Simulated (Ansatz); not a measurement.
Given:

HfPt₃:
Space group Pm-3m (No. 221); a = b = c = 3.986 Å, α = β = γ = 90.00°

```
atom  site  symmetry       x       y       z
----  ----  --------  ------  ------  ------
Hf      1a      m-3m  0.0000  0.0000  0.0000
Pt      3c    4/mm.m  0.0000  0.5000  0.5000
```

This is the PBEsol-relaxed structure.

### Question
All from the program Ansatz at the PBEsol level (PAW), unless another level is named. Give the formation energy from the elements (no fitted shifts).

### Answer
-1.10 eV/atom.

### Question
What about the density of states at the Fermi level?

### Answer
0.05 states/eV per atom (mean over ±0.08 eV).

The workflow started from a Materials Project entry (that database holds measured and hypothetical structures alike); the Crystallography Open Database copy checked does not list it. COD files the formula under space group No. 194. Whether it is the stable phase at ambient conditions was not checked. Symmetry was held in the PBEsol relaxation; its stability against distortions is not shown here. The run is not spin-polarised. The references are the lowest solids computed at this level, not always the standard phases. Scalar-relativistic: spin–orbit coupling is off unless named, which matters more the heavier the elements.

Potentials: the later of the program's two PAW sets.
